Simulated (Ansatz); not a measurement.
Relaxation of a randomly generated symmetric cell of Nb (space group No. 166); 1 atom in the cell, which starts as R-3m, hexagonal axes (No. 166), hR1; a = b = 2.556 Å, c = 10.791 Å, α = β = 90.00°, γ = 120.00°. Method: PBEsol (plane waves to 420 eV, PAW, scalar-relativistic; Ansatz, a program for electronic structure). Γ-centred k-mesh 15×15×15 on the run's cell (coarser than for final values), Fermi–Dirac smearing 0.05 eV. This is the first round of the run. 

The optimiser's lines from the output (shortened; P is positive under compression):

```
relax step   1: F+E_penalty+E_count = -4493.97696825 eV  Δ(F+E_penalty+E_count) = +0.000e0 eV  max|allowed force component| = 0.000e0 eV/Å  Δτ_max = 0.0000 Å  P = +13.729 GPa  Ω = 20.359 Å³  (6 SCF iters, dr2 threshold 1.00e-7 eV, accepted)
relax step   2: F+E_penalty+E_count = -4494.36885320 eV  Δ(F+E_penalty+E_count) = -3.919e-1 eV  max|allowed force component| = 0.000e0 eV/Å  Δτ_max = 0.0000 Å  P = -1.126 GPa  Ω = 20.863 Å³  (6 SCF iters, dr2 threshold 1.00e-7 eV, accepted)
relax step   3: F+E_penalty+E_count = -4494.59388202 eV  Δ(F+E_penalty+E_count) = -2.250e-1 eV  max|allowed force component| = 0.000e0 eV/Å  Δτ_max = 0.0000 Å  P = -3.445 GPa  Ω = 20.255 Å³  (5 SCF iters, dr2 threshold 1.00e-7 eV, accepted)
relax step   4: F+E_penalty+E_count = -4494.79864004 eV  Δ(F+E_penalty+E_count) = -2.048e-1 eV  max|allowed force component| = 0.000e0 eV/Å  Δτ_max = 0.0000 Å  P = -3.622 GPa  Ω = 19.531 Å³  (5 SCF iters, dr2 threshold 1.00e-7 eV, accepted)
relax step   5: F+E_penalty+E_count = -4494.97866271 eV  Δ(F+E_penalty+E_count) = -1.800e-1 eV  max|allowed force component| = 0.000e0 eV/Å  Δτ_max = 0.0000 Å  P = -1.646 GPa  Ω = 18.753 Å³  (5 SCF iters, dr2 threshold 1.00e-7 eV, accepted)
relax step   6: F+E_penalty+E_count = -4495.11357145 eV  Δ(F+E_penalty+E_count) = -1.349e-1 eV  max|allowed force component| = 0.000e0 eV/Å  Δτ_max = 0.0000 Å  P = -0.075 GPa  Ω = 18.207 Å³  (5 SCF iters, dr2 threshold 1.00e-7 eV, accepted)
relax step   7: F+E_penalty+E_count = -4495.13875983 eV  Δ(F+E_penalty+E_count) = -2.519e-2 eV  max|allowed force component| = 0.000e0 eV/Å  Δτ_max = 0.0000 Å  P = +0.298 GPa  Ω = 18.048 Å³  (5 SCF iters, dr2 threshold 1.00e-7 eV, accepted)
relax step   8: F+E_penalty+E_count = -4495.13996917 eV  Δ(F+E_penalty+E_count) = -1.209e-3 eV  max|allowed force component| = 0.000e0 eV/Å  Δτ_max = 0.0000 Å  P = +0.118 GPa  Ω = 18.051 Å³  (4 SCF iters, dr2 threshold 1.00e-7 eV, accepted)
relax step   9: F+E_penalty+E_count = -4495.14011673 eV  Δ(F+E_penalty+E_count) = -1.476e-4 eV  max|allowed force component| = 0.000e0 eV/Å  Δτ_max = 0.0000 Å  P = -0.032 GPa  Ω = 18.060 Å³  (4 SCF iters, dr2 threshold 1.00e-7 eV, accepted)
relax step  10: F+E_penalty+E_count = -4495.14011769 eV  Δ(F+E_penalty+E_count) = -9.614e-7 eV  max|allowed force component| = 0.000e0 eV/Å  Δτ_max = 0.0000 Å  P = +0.007 GPa  Ω = 18.056 Å³  (2 SCF iters, dr2 threshold 3.79e-9 eV, accepted)
relax step  11: F+E_penalty+E_count = -4495.14129082 eV  Δ(F+E_penalty+E_count) = -1.173e-3 eV  max|allowed force component| = 0.000e0 eV/Å  Δτ_max = 0.0000 Å  P = +0.128 GPa  Ω = 18.056 Å³  stress off target by 1.93e-1 GPa  SCF on the basis re-selected at this cell (its energy is not comparable with the rows above)  (6 SCF iters)
relax step  12: F+E_penalty+E_count = -4495.14130342 eV  Δ(F+E_penalty+E_count) = -1.260e-5 eV  max|allowed force component| = 0.000e0 eV/Å  Δτ_max = 0.0000 Å  P = +0.000 GPa  Ω = 18.068 Å³  (3 SCF iters, dr2 threshold 9.31e-8 eV, accepted)
relax step  13: F+E_penalty+E_count = -4495.14130506 eV  Δ(F+E_penalty+E_count) = -1.637e-6 eV  max|allowed force component| = 0.000e0 eV/Å  Δτ_max = 0.0000 Å  P = +0.000 GPa  Ω = 18.068 Å³  stress off target by 7.71e-3 GPa  SCF on the basis re-selected at this cell (its energy is not comparable with the rows above)  (4 SCF iters)
```

From the first to the last row the energy changes by -1.16 eV/atom and the volume by -11.2 %. The last row is marked as not comparable with the walk above it, whose basis was carried along; it does compare with step 1, since both stand on a basis selected at the nominal cutoff for their own cell.

Later rounds, restarted from the end of this one on a renewed k-mesh, logged 12 more steps and released under 0.01 eV/atom more. The final structure after all rounds: R-3m, hexagonal axes (No. 166), hR1; a = 2.8312 Å, b = 2.8312 Å, c = 7.8097 Å, α = 90.00°, β = 90.00°, γ = 120.00°. Between re-selections the logged energies stand on a plane-wave basis carried along with the cell. No spin polarisation in the result.

The run could not lose the symmetry of its start, so the end can be a saddle point.

The relaxed structure here is a generated cell of Nb: the first start was made by a random draw of sites in a space group, and the end was not matched to a known phase here, so it may be hypothetical. Known forms of Nb include space group No. 229.
